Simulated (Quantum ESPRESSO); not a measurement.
Strain and stress in AlAuHf3Li3

These are calculations, not measurements. They come from Quantum ESPRESSO 7.5, a public plane-wave density functional program. Each row is one single-point run on a made-up periodic cell of eight metal atoms, with elements, volume, strain and displacements drawn at random and not relaxed, so a cell may be unstable or far from any real phase. There is no spin polarisation or spin-orbit coupling.

Settings: PBE unless stated; PseudoDojo standard norm-conserving files; Fermi-Dirac width 0.25 eV, which means electrons at about 2900 K; cutoff 1034 eV; 8 x 5 x 3 k mesh shifted half a step off Gamma. E is the free energy of the whole cell (internal energy minus TS), so a -TS column is already part of it. Stress is positive in tension, and the pressure P is minus a third of its trace.

Checks: one run of this series was repeated at a higher cutoff and on a denser mesh, which moved values by no more than 0.012 eV, 0.08 GPa and 0.013 eV/Å, and a second program with other atomic files agreed on it to 2 % rms in force and 0.5 GPa in pressure. Known limits: heavy elements are run without spin-orbit coupling, which real alloys of them have; a spin test at this wide smearing found no moment, but such smearing suppresses magnetism that the real alloy may have.

The lattice is hexagonal close-packed, and the cell vectors in Å are (2.925, 0.027, -0.053); (0.047, 5.187, -0.033); (-0.170, -0.061, 9.554), a volume of 144.88 Å³ in run 5. The elements on sites 1 to 8 are Li Hf Au Li Al Hf Hf Li. Each run adds a stretch e along z to one drawn cell, with the atoms carried along. E is counted from run 5.

| run | e (%) | s_xx (GPa) | s_yy (GPa) | s_zz (GPa) | s_xy (GPa) | P (GPa) | E (meV) |
|---|---|---|---|---|---|---|---|
| 1 | -2.03 | -9.31 | -7.09 | -12.44 | 0.62 | 9.61 | 186.8 |
| 2 | -1.39 | -8.87 | -6.58 | -11.38 | 0.62 | 8.94 | 117.6 |
| 3 | -0.93 | -8.57 | -6.23 | -10.64 | 0.62 | 8.48 | 71.8 |
| 4 | -0.39 | ? | ? | ? | ? | ? | ? |
| 5 | -0.14 | -8.08 | -5.66 | -9.40 | 0.62 | 7.71 | 0.0 |
| 6 | 1.09 | -7.35 | -4.83 | -7.55 | 0.62 | 6.58 | -94.3 |
| 7 | 1.80 | -6.96 | -4.39 | -6.53 | 0.62 | 5.96 | -139.7 |

## Worked fit

A parabola through the runs shown gives s_zz = -9.18 + 1.535 e - 0.034 e² GPa with e in per cent, an error of 0.001 on the linear term and a scatter of 0.00 GPa. The atoms are clamped and the cell is already under stress, so the slope belongs to this path and is not an elastic constant of a real alloy.

## Withheld run

Question: what s_zz should run 4 give?

The fit gives -9.78 ± 0.01 GPa. The calculation gave -9.78 GPa.
